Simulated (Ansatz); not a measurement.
Data:

ZrIr₂:
```
CELL_PARAMETERS angstrom
      0.00000     3.65207     3.65207
      3.65207     0.00000     3.65207
      3.65207     3.65207     0.00000
ATOMIC_POSITIONS crystal
  Zr 0.50000 0.50000 0.50000
  Zr 0.75000 0.75000 0.75000
  Ir 0.12500 0.12500 0.12500
  Ir 0.62500 0.12500 0.12500
  Ir 0.12500 0.12500 0.62500
  Ir 0.12500 0.62500 0.12500
```

This is the LDA-relaxed structure.

Question: All from the program Ansatz at the LDA level (PAW), unless another level is named. Predict the Poisson's ratio.

Answer: 0.29.

Question: Next, the elastic constants (relaxed ions, GPa)?

Answer: C11 = 427, C12 = 211, C44 = 167.

Question: What about the highest zone-centre frequency?

Answer: 264 cm⁻¹.

Space group Fd-3m (cubic Laves (MgCu2 type)). The workflow started from an entry of the Crystallography Open Database (COD). Whether it is the stable phase at ambient conditions was not checked. The LDA relaxation kept the symmetry of its start. At this level the phase is dynamically unstable (imaginary phonons). No spin polarisation was allowed. As this level gives no gap, shear constants depend on the k-mesh and smearing (Fermi–Dirac, 0.1 eV here). As this level gives no gap, phonon frequencies hold no LO–TO term and depend on the k-mesh and smearing (Fermi–Dirac, 0.1 eV here). Scalar-relativistic: spin–orbit coupling is off unless named, which matters more the heavier the elements.

Potentials: the later of the program's two PAW sets.
